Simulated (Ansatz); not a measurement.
BN:
```xyz
4
Lattice="2.4883 0.0000 0.0000 -1.2442 2.1549 0.0000 0.0000 0.0000 6.4951" Properties=species:S:1:pos:R:3 pbc="T T T"
B      1.2442     0.7183     1.6238
N      0.0000     1.4366     1.6238
B      0.0000     1.4366     4.8713
N      1.2442     0.7183     4.8713
```

x, y and z are the axes in which the lattice vectors are written.

Problem. Give the high-frequency dielectric tensor and the Born effective charge tensors of the independent atoms from DFPT, DFT-LDA in the program Ansatz with PAW potentials.

Solution. 
ε∞:
```
4.89  0.00  0.00
0.00  4.89  0.00
0.00  0.00  2.85
```
Z* of atom 1 (B), rows: field, columns: displacement, in e:
```
2.71  0.00  0.00
0.00  2.71  0.00
0.00  0.00  0.80
```
Z* of atom 2 (N), rows: field, columns: displacement, in e:
```
-2.71   0.00   0.00
 0.00  -2.71   0.00
 0.00   0.00  -0.80
```

Space group P6_3/mmc. Symmetry was held in the LDA relaxation. A crystal of weakly bound layers computed without a dispersion correction: the cell and the soft elastic constants depend strongly on that.

Potentials: the earlier of the program's two PAW sets. The files were generated under PBE; for other functionals the program regenerates the frozen cores, and for LDA and PBEsol the local potential too.
